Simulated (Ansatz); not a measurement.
**MgMo: relaxation of cell and atoms**

Level of theory: DFT, PBEsol, PAW with Ansatz's default frozen-core files, scalar-relativistic (Ansatz 0.2.0).

Command: `ansatz run input.yaml --threads 1 --pin off --max-ram 2048MiB --backend cpu --events-out ev --progress --plain --runs-dir out` The run took 77 s on 1 thread of AMD EPYC (Zen 3) (shared host), peak memory 0.43 GiB.

```yaml
crystal:
  lattice:
    - [1.4637585839, -0.8451014124, 4.7816113741]
    - [0.0, 1.6902028249, 4.7816113741]
    - [-1.4637585839, -0.8451014124, 4.7816113741]
  atoms:
    - { symbol: Mg, position: [0.0, 0.0, 0.0] }
    - { symbol: Mo, position: [0.5, 0.5, 0.5] }
kpoints:
  mp_grid: { grid: [13, 13, 13] }
scf:
  occupations: { method: fermi_dirac, width: 0.03 }
hamiltonian:
  xc: pbesol
  pseudopotentials: { kind: paw }
output:
  forces: true
  stress: true
relax:
  f_tol: 0.005
  max_steps: 80
  cell: {}
```

The cell is built from the L11 type as a first guess.

The cutoff is 420 eV; energies and pressures of the walk include the program's estimate of the Pulay term. The PAW files were made with PBE; their cores are remade for this functional.

Each frame lists the cell vectors (Å), then Cartesian positions (Å); symmetry keeps all forces zero. Free energies count from the first step, -6808.4208 eV.

The walk took 6 evaluations in all; steps that aren't listed are left out.

Step 1: E = 0.0 meV, P = -7.11 GPa

```
cell 1.4638 -0.8451 4.7816 0.0000 1.6902 4.7816 -1.4638 -0.8451 4.7816
Mg    0.0000    0.0000    0.0000
Mo    0.0000    0.0000    7.1724
```

Step 2:

```
cell 1.3921 -0.8037 4.8537 0.0000 1.6074 4.8537 -1.3921 -0.8037 4.8537
Mg    0.0000    0.0000    0.0000
Mo    0.0000    0.0000    7.2806
```

Step 3: E = -108.1 meV, P = -1.23 GPa

```
cell 1.4107 -0.8145 4.9063 0.0000 1.6289 4.9063 -1.4107 -0.8145 4.9063
Mg    0.0000    0.0000    0.0000
Mo    0.0000    0.0000    7.3594
```

Step 4: E = -109.7 meV, P = -0.03 GPa

```
cell 1.4082 -0.8131 4.8744 0.0000 1.6261 4.8744 -1.4082 -0.8131 4.8744
Mg    0.0000    0.0000    0.0000
Mo    0.0000    0.0000    7.3116
```

Task: Give the energy, pressure of step 2.

Result: E = -98.2 meV, P = 3.83 GPa
```
Mg    0.0000    0.0000    0.0000
Mo    0.0000    0.0000    7.2806
```

Task: How does the relaxation end?

Result: It converges, with a = 2.816 Å, b = 2.816 Å, c = 14.629 Å, α = 90.00°, β = 90.00°, γ = 120.00° (conventional cell, space group R-3m). The last solve (on a basis chosen afresh for the final cell, so its energy is not quite comparable) gives E = -109.5 meV, P = 0.00 GPa:
```
cell 1.4079 -0.8128 4.8762 0.0000 1.6256 4.8762 -1.4079 -0.8128 4.8762
Mg    0.0000    0.0000    0.0000
Mo    0.0000    0.0000    7.3143
```
